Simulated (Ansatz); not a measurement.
**AlFe (Pm-3m): start Fe3↑ Fe4↓; collinear moments without spin–orbit coupling**

Theory: DFT, PBE, PAW with Ansatz's default frozen-core files, scalar-relativistic in Ansatz 0.2.0.

Command: `ansatz run input.yaml --threads 2 --pin off --max-ram 6144MiB --backend cpu --events-out ev --progress --plain --runs-dir out`

```yaml
crystal:
  lattice:
    - [0.0, 2.91, 2.91]
    - [2.91, 0.0, 0.0]
    - [0.0, 2.91, -2.91]
  atoms:
    - { symbol: Al, position: [0.0, 0.0, 0.0] }
    - { symbol: Al, position: [0.5, 0.0, 0.5] }
    - { symbol: Fe, position: [0.5, 0.5, 0.0], spin: 3.0 }
    - { symbol: Fe, position: [0.0, 0.5, 0.5], spin: -3.0 }
magnetization:
  spin_polarized: true
kpoints:
  mp_grid: { grid: [7, 10, 7] }
scf:
  occupations: { method: fermi_dirac, width: 0.05 }
  lower_state_search: "off"
hamiltonian:
  xc: pbe
  pseudopotentials: { kind: paw }
output:
  forces: true
  stress: true
  eigenvalues: true
  write_density: true
  write_potential: true
  elf: true
  volumetric_format: npy
```

The program prints:

```
Engine: ansatz 0.2.0
Pseudopotentials: kind: paw
Pseudopotential: Al, paw, valence charge 3, recommended cutoff 420 eV (normal), Al.paw.azcp
Pseudopotential: Fe, paw, valence charge 16, recommended cutoff 420 eV (normal), Fe.paw.azcp
Functional definition: PBE
  parameter kappa = 0.804
  parameter beta = 0.06672455060314922
  exchange = pbe_x(kappa = kappa, mu = beta*pi^2/3)
  correlation = pbe_c(beta = beta)
Crystal: 4 atoms, lattice volume = 49.284 Å³
Basis set: ecut = 420 eV, 961 PW (Γ), exchange–correlation on 60×40×60 points (8 copies of the dense FFT grid, shifted against one another)
Bands: 27, of which v1, the nominal top of the filled ones, is band 19 counted from 1 (18 counted from 0)
Symmetry: 16 space group operations
Space group: P4/mmm (ITA 123), of the structure as read, at distance tolerance 3.7e-5 Å
Magnetic group: BNS 123.349 (UNI 1009), of the structure as read, at distance tolerance 3.7e-5 Å
k-points: 60 of 490
Non-local potential: Al, projectors of the file, l = 0: 2, l = 1: 2, l = 2: 1
Non-local potential: Fe, projectors of the file, l = 0: 3, l = 1: 2, l = 2: 3, l = 3: 1
PAW form: soft (Blöchl's): semilocal exchange-correlation on the pseudo side does not see the compensation charge
PAW one-centre angular grid: Al, 110 points (default); XC on 64 Gauss nodes
PAW one-centre angular grid: Fe, 590 points (default); XC on 64 Gauss nodes
Initial density: superposition of atomic densities (chi_scale 0.1, normalization cell)
Starting moments: Σ|m| = 6 μB on 2 of 4 sites
Starting magnetic order: antiferromagnet; a translation exchanges its spin sublattices: spin-degenerate at every k-point
Initial wavefunctions: pseudopotential atomic-orbital guess
Functional: x = pbe(κ = 0.804, μ = 0.2195149727645171), c = pbe(β = 0.06672455060314922)
iter 1 solved again at ethr=2.29e-3 eV; its pass at ethr=3.10e-3 eV (dr2=8.69e-1 eV) is discarded
SCF iter   1: F=—  HF=-10037.087934 eV  |F-HF|=—  |Δ(HF+E_count)|=         —  Δρ=5.95e-2 (↑5.95e-2 ↓5.95e-2)  dr2=8.64e-1  dr2_m=1.45e0  M=0.000 μB ∫|m|=4.325 μB  β_m=0.30  ethr=2.29e-3  ⟨swp⟩=1.1  Hψ=8936  notcnv=0
Mixer restart at iter 1: flushing history
[...]
SCF iter  11: F=—  HF=-10037.187017 eV  |F-HF|=—  |Δ(HF+E_count)|=   2.46e-6  Δρ=2.81e-5 (↑2.81e-5 ↓2.81e-5)  dr2=8.81e-7  dr2_m=1.14e-7  M=0.000 μB ∫|m|=2.309 μB  β_m=0.99  ethr=6.76e-8  ⟨swp⟩=2.0  Hψ=1939  notcnv=0  defer=93
iter 12 did not close the SCF: its close was put off for a magnetic moment that had not settled (scf_convergence_deferred on its scf_iter line)
SCF iter  12: F=-10037.187017 eV  HF=-10037.187017 eV  |F-HF|=4.45e-9  |Δ(HF+E_count)|=   2.39e-8  Δρ=9.45e-6 (↑9.45e-6 ↓9.45e-6)  dr2=4.89e-9  dr2_m=3.82e-8  M=0.000 μB ∫|m|=2.310 μB  β_m=1.00  ethr=2.63e-10  ⟨swp⟩=10.6  Hψ=10501  notcnv=0
SCF iter  13: F=-10037.187017 eV  HF=-10037.187017 eV  |F-HF|=8.00e-11  |Δ(HF+E_count)|=   4.91e-8  Δρ=1.46e-6 (↑1.46e-6 ↓1.46e-6)  dr2=3.78e-10  dr2_m=8.63e-10  M=0.000 μB ∫|m|=2.311 μB  ethr=1.29e-11  ⟨swp⟩=4.7  Hψ=8270  notcnv=0
SCF 1 converged in 13 iterations: F = -10037.187017 eV  dr2 = 3.78e-10
  greatest PAW one-centre occupation: 1.001 electrons in one spin orbital (limit 2), on the Fe atom at site 3 (counted from 0), in its partial waves of l = 1
SCF converged after 13 iterations
Magnetization: 0.0000 μB (19.0000 up, 19.0000 down)
Absolute magnetization: 2.3124 μB (∫|ρ↑−ρ↓|, with the PAW one-centre terms)
Spin contamination: 0.6601 ħ² per cell (⟨S²⟩ above its minimum at these occupations)
Per-site moments (μB) at R_I (Å): [(-9.191927428220783e-17, 1.0395552440677456), (1.1043901439921266e-16, 1.0395552440677456), (1.0617734911967385, 1.0395552440677456), (-1.0617734911967385, 1.0395552440677456)]
Free energy (F): -10037.187017 eV
Harris-Foulkes:  -10037.187017 eV  (|F-HF|=8.00e-11)
Internal energy: -10037.143310 eV  (E = F + TS)
E sigma→0 (E₀):  -10037.165164 eV
Entropy (-TS):   -0.043707 eV (-10.927 meV/atom)
Fermi energy:    13.532009 eV
--- Per-component energies (eV) ---
  E_band       = -516.486505
  E_kinetic    = 759.558296
  E_local      = -5568.327490  (includes V_loc(G=0)·N_el)
  E_nonlocal   = 454.329627
  E_hartree    = 2404.871353
  E_xc         = -318.502757
  E_vxc        = -365.822790  (∫ρ·V_xc dr)
  E_paw        = -3667.551701  (= ΣΔE_a)
  E_vpaw       = -605.967189  (= ΣTr[D̂ρ^β])
  E_aug_tail   = 0.001565  (compensation charges beyond the density's cutoff)
  E_ewald      = -4101.522204
  E_smearing   = -0.043707  (= −TS)
  E_closure    = 0.000000  (closes the sum)
  Σ components = -10037.187017   (vs F -10037.187017, Δ=0.00e0)
--- Forces (eV/Å), atoms counted from 1 ---
  atom   1  Al     0.00000000     0.00000000     0.00000000
  atom   2  Al     0.00000000     0.00000000    -0.00000000
  atom   3  Fe     0.00000000    -0.00000000     0.00000000
  atom   4  Fe     0.00000000     0.00000000    -0.00000000
  max |Σ_I F_I| component: 2.50e-29 eV/Å
--- Stress (GPa, compression-positive) ---
       -8.734966       0.000000       0.000000
        0.000000      -2.140029      -0.000000
       -0.000000       0.000000      -2.140029
  P = ⅓ Tr σ = -4.3383 GPa (-43.383 kbar)
--- Band table (eV; the first three rows and the last of 120) ---
  k-point 0 ↑: bands = ["-73.3997", "-72.2121", "-39.5773", "-39.4258", "-39.4258", "-38.3172", "-38.3172", "-38.3071", "3.2457", "8.7806", "10.9182", "11.2160", "11.3707", "11.3707", "11.4305", "12.4484", "12.4484", "13.5193", "13.7908", "13.7908", "14.2601", "16.6853", "17.5965", "19.5922", "19.5951", "19.5951", "22.6074"]
  k-point 1 ↑: bands = ["-73.3997", "-72.2120", "-39.5773", "-39.4258", "-39.4257", "-38.3175", "-38.3173", "-38.3071", "3.4324", "8.4799", "10.3948", "11.1632", "11.2038", "11.4186", "12.0570", "12.4448", "12.4660", "13.4140", "13.7376", "13.7729", "14.3842", "16.9935", "18.0482", "18.7807", "19.0834", "19.8674", "22.9423"]
  k-point 2 ↑: bands = ["-73.3997", "-72.2120", "-39.5773", "-39.4260", "-39.4255", "-38.3182", "-38.3176", "-38.3071", "3.9845", "7.3900", "10.3645", "11.0885", "11.2772", "11.4810", "12.2874", "12.4373", "12.5075", "13.1257", "13.6244", "13.7309", "14.7575", "17.1645", "17.5037", "18.2519", "19.7844", "20.6398", "23.3898"]
  k-point 59 ↓: bands = ["-73.3959", "-72.2081", "-39.6272", "-39.4217", "-39.4216", "-38.3611", "-38.3126", "-38.3125", "8.6331", "8.7927", "10.5215", "11.2060", "11.2304", "11.2497", "11.4352", "11.8372", "12.5676", "12.7307", "12.9477", "13.3066", "13.9231", "14.4260", "16.7381", "17.0001", "17.5628", "17.7211", "25.0369"]
```

The log's space group differs from the title's, since the program also counts the typed moments and uses a tighter tolerance.

Site moments (μB): Al1 0.00, Al2 0.00, Fe3 1.06, Fe4 -1.06. Cell moment 0.00 μB.

The magnetic group in the log treats spin as a scalar label, without spin–orbit coupling.

The Ansatz runs typed with the search for lower states off end where their start leads. The magnetic state is the one that this cell and start allow. It needn't be the compound's measured order, which may need a larger cell or be absent.

It took 3.2 s on 2 threads of Intel(R) Xeon(R) 6975P-C (Granite Rapids), on a shared host, peak memory 0.42 GiB.
